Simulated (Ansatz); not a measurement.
Problem. Each is relaxed and computed with r²SCAN (plane waves, PAW; program Ansatz). Which is the only one with a gap?
A) SiSnGeC, Pmm2 (C on 1a, Si on 1c, Ge on 1d, Sn on 1b)
B) SnC8, Amm2 (Pearson symbol oS18)
C) SnMo2C, P6_3/mmc (Sn on 2d, Mo on 4f, C on 2a)
D) Sn3O4, Pbam (Sn on 4h, Sn on 2c, O on 4g, O on 4h)

Solution. D, Sn3O4, Pbam (Sn on 4h, Sn on 2c, O on 4g, O on 4h). Sn3O4: gap 1.33 eV (indirect); SiSnGeC: metal; SnMo2C: metal; SnC8: metal. Typed or built starts, not in the databases checked: Sn3O4, Pbam (Sn on 4h, Sn on 2c, O on 4g, O on 4h); SiSnGeC, Pmm2 (C on 1a, Si on 1c, Ge on 1d, Sn on 1b); SnMo2C, P6_3/mmc (Sn on 2d, Mo on 4f, C on 2a); SnC8, Amm2 (Pearson symbol oS18). All cells were relaxed under the symmetry of their starts (and spin orders); stability against distortions was not tested throughout. Rows with no word on spin ran without spin polarisation. Scalar-relativistic: spin–orbit coupling is off unless named, which matters more the heavier the elements.

Potentials: the earlier of the program's two PAW sets.
